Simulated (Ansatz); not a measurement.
AlB₂W₂:
```
AlB2W2
1.0
    3.01376     0.00000     0.00000
   -1.50688     2.60999     0.00000
    0.00000     0.00000     7.48125
W Al B
2 1 2
Direct
  0.33333   0.66667   0.71007
  0.33333   0.66667   0.28993
  0.00000   0.00000   0.00000
  0.00000   0.00000   0.50000
  0.66667   0.33333   0.50000
```

Relaxed with PBE. Special points in fractions of this cell's reciprocal vectors: Γ (0.000, 0.000, 0.000); M (0.500, 0.000, 0.000); K (0.333, 0.333, 0.000); A (0.000, 0.000, 0.500); L (0.500, 0.000, 0.500); H (0.333, 0.333, 0.500).

### Question
List the band energies nearest the Fermi level at these points for PBE with spin–orbit coupling (plane waves, PAW; program Ansatz).

### Answer
In eV from the Fermi level; about four levels below and three above (degenerate sets whole), none deeper than 8.9 eV; points with the same levels are listed once.

```
k                                below                above
-  -----------------------------------  -------------------
Γ  -1.07 -1.07 -1.06 -1.06 -0.13 -0.13  1.07 1.07 1.22 1.22
M              -4.07 -4.07 -2.06 -2.06  0.19 0.19 0.32 0.32
K              -2.69 -2.49 -2.09 -2.03       0.39 0.68 0.68
A              -1.02 -1.02 -0.29 -0.29  0.94 0.94 1.12 1.12
L              -2.36 -2.36 -0.17 -0.17  0.10 0.10 2.41 2.41
H              -3.12 -2.98 -2.48 -2.42       0.66 0.67 2.13
```

Space group P-6m2. The start of the workflow was typed in or built on a structure type; neither database checked (COD, Materials Project) lists it. Whether it is the stable phase at ambient conditions was not checked. The PBE relaxation kept the symmetry of its start; its stability against distortions is not shown here. No spin polarisation was allowed.

Potentials: the earlier of the program's two PAW sets.
